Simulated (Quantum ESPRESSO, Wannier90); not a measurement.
Wannierisation of BaGaGeH (P3m1)

Materials Project entry mp-1018095; symmetrised, unrelaxed at this level. COD (Crystallography Open Database) has an entry of this formula and space group (matched by these alone). Computed values, not measurements, from PBEsol: Quantum ESPRESSO (norm-conserving PseudoDojo potentials, cutoff 64 Ry, no spin polarisation, no spin-orbit coupling) on a Γ-centred 6×6×4 mesh, then Wannier90. Density: 12×12×6 mesh, cold smearing 0.01 Ry. Spin-orbit coupling is left out although heavy elements are present. The gap is small at this level and was sampled on the meshes and a path alone.

```
begin unit_cell_cart
ang
    4.3780400611    0.0000000000    0.0000000000
   -2.1890200306    3.7914939117    0.0000000000
    0.0000000000    0.0000000000    5.2695600000
end unit_cell_cart
mp_grid = 6 6 4
```

Neighbour vectors b of the finite-difference formula (Å⁻¹), by shell:

```
shell       b_x       b_y       b_z
-----  --------  --------  --------
1       0.00000   0.27620   0.00000
1       0.23919   0.13810   0.00000
1       0.00000  -0.27620   0.00000
1       0.23919  -0.13810   0.00000
1      -0.23919  -0.13810   0.00000
1      -0.23919   0.13810   0.00000
2       0.00000   0.00000   0.29809
2       0.00000   0.00000  -0.29809
```

Q: Find the weights w_b from the completeness condition Σ_b w_b b_α b_β = δ_αβ.

A: Shell 1: Σ b_x² = 0.229, Σ b_y² = 0.229, Σ b_z² = 0.000 Å⁻²
Shell 2: Σ b_x² = 0.000, Σ b_y² = 0.000, Σ b_z² = 0.178 Å⁻²
Each of the three diagonal sums, weighted, has to give 1 and the off-diagonal ones 0, which holds for w_1 = 4.37 Å², w_2 = 5.63 Å². Check on xx: 4.37×0.229 + 5.63×0.000 = 1.00.

On this mesh the 5 functions of bands 15-19 (valence bands; start: s functions at random places, conv_tol = 1.0e-6) end with spreads 3.4574, 4.6259, 3.4583, 3.4579, 2.6147 Å², Ω_I = 15.7394 Å² and Ω_D = 0.1245 Å².

Ω_total is the sum of the spreads, 17.614 Å². Ω_OD = Ω_total − Ω_I − Ω_D = 1.750 Å². Only (Ω_D + Ω_OD)/Ω_total = 10.6 % depends on the gauge, and another start could lower the total by that share at most. The rms radius is √(Ω_total/5) = 1.88 Å.
